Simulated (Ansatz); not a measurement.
## ZrCu (Pm-3m), a vibration from a frozen displacement

Theory: Ansatz 0.2.0, DFT PBEsol, scalar-relativistic, plane waves, PAW. Settings: plane waves to 420 eV, k-mesh 14×14×14 (Γ-centred), Gaussian smearing 0.15 eV. No spin polarisation. Energies are free energies at this smearing, counted from the undisturbed cell; pressure is positive in compression.

The starting cell (as given, not relaxed at this level; it stands at -3.1 GPa, and it needn't be the usual structure):

```
Zr Cu
1.0
     3.25266    0.00000    0.00000
     0.00000    3.25266    0.00000
     0.00000    0.00000    3.25266
Zr Cu
1 1
Direct
  0.50000 0.50000 0.50000
  0.00000 0.00000 0.00000
```

Every Cu atom is moved by x along the Cartesian unit vector (0.000, 1.000, 0.000); the cell and all other atoms stay fixed. The cell's volume is 34.41 Å³; the moved atoms weigh 63.546 u together and the others 91.224 u. Some rows repeat others by symmetry and weren't run.

| x (Å) | ΔE (meV/cell) | total force on the moved atoms along the move (eV/Å) | pressure (GPa) |
| --- | --- | --- | --- |
| -0.3000 | 139.76 | 0.9667 | -0.4003 |
| -0.2625 | 106.19 | 0.8255 | -1.0337 |
| -0.2250 | 77.70 | 0.6957 | -1.5856 |
| -0.1875 | 53.90 | 0.5747 | -2.0549 |
| -0.1500 | 34.53 | 0.4589 | -2.4410 |
| -0.1125 | 19.47 | 0.3449 | -2.7433 |
| -0.0750 | 8.67 | 0.2308 | -2.9609 |
| 0.0000 | 0.00 | 0.0000 | -3.1360 |
| 0.0750 | 8.67 | -0.2308 | -2.9609 |
| 0.1125 | 19.47 | -0.3449 | -2.7433 |
| 0.1500 | 34.53 | -0.4589 | -2.4410 |
| 0.1875 | 53.90 | -0.5747 | -2.0549 |
| 0.2250 | 77.70 | -0.6957 | -1.5856 |
| 0.2625 | 106.19 | -0.8255 | -1.0337 |
| 0.3000 | 139.76 | -0.9667 | -0.4003 |

Q: What frequency belongs to this motion?

A: The force constant is k = −dF/dx = 3.077 eV/Å², from the parabola through x = -0.0750, 0 and 0.0750. In every cell the moved atoms swing against the rest, so the mass is μ = m₁m₂/(m₁ + m₂) = 37.455 u, and ν̃ = 521.5 cm⁻¹ × √(|k|/μ) = 149 cm⁻¹, at this cell's pressure of -3.1 GPa. To first order in x, and within 1 %, the force on every atom lies along the move and, within each of the two groups, in proportion to the atom's mass, so this is itself a mode at the zone centre of this cell.

Q: How far does the harmonic law reach?

A: At x = -0.300 Å, kx²/2 = 138.48 meV against the computed 139.76 meV (+0.9 %): the well is still close to harmonic there.

Q: The pressure changes with x². What does that say about the frequency under compression?

A: With E = k(V)x²/2, k ∝ V^(−2γ) and x scaling with the cell as V^(1/3), P − P0 = −∂E/∂V = (2γ − 2/3) ΔE/V. At x = 0.1125 Å, V(P − P0) = 34.41 × 0.39264 / 160.2 eV = 84.33 meV and ΔE = 19.47 meV, so γ = 1/3 + V(P − P0)/(2ΔE) = 2.50. This is the Grüneisen parameter of the motion under uniform scaling of the cell: shrinking the cell evenly by 1 % in volume raises the frequency by about 2.50 %.

In a metal these slopes depend on the k mesh and the smearing.